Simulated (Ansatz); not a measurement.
AgPt3:
```
CELL_PARAMETERS angstrom
      3.94018     0.00000     0.00000
      0.00000     3.94018     0.00000
      0.00000     0.00000     3.94018
ATOMIC_POSITIONS crystal
  Ag 0.00000 0.00000 0.00000
  Pt 0.00000 0.50000 0.50000
  Pt 0.50000 0.00000 0.50000
  Pt 0.50000 0.50000 0.00000
```

Relaxed with PBEsol. Special points in fractions of this cell's reciprocal vectors: Γ (0.000, 0.000, 0.000); X (0.000, 0.500, 0.000); M (0.500, 0.500, 0.000); R (0.500, 0.500, 0.500).

Task: List the band energies nearest the Fermi level at these points for DFT-PBEsol with spin–orbit coupling in the program Ansatz with PAW potentials.

Result: In eV from the Fermi level; about four levels below and three above (degenerate sets whole), none deeper than 8.9 eV; points with the same levels are listed once.

| k | below | above |
|---|---|---|
| Γ | -0.51 -0.51 -0.51 -0.51 | 0.29 0.29 0.48 0.48 |
| X | -0.65 -0.65 -0.45 -0.45 | 0.69 0.69 6.80 6.80 |
| M | -1.38 -1.38 -1.24 -1.24 | 0.41 0.41 1.51 1.51 |
| R | -0.06 -0.06 -0.06 -0.06 | 0.51 0.51 0.51 0.51 |

Space group Pm-3m (Cu3Au type). The workflow started from an entry of the Crystallography Open Database (COD). Whether it is the stable phase at ambient conditions was not checked. The cell was relaxed with PBEsol under the symmetry of its start; of distortions, only those at the zone centre were tested. No spin polarisation was allowed.

Potentials: the later of the program's two PAW sets.
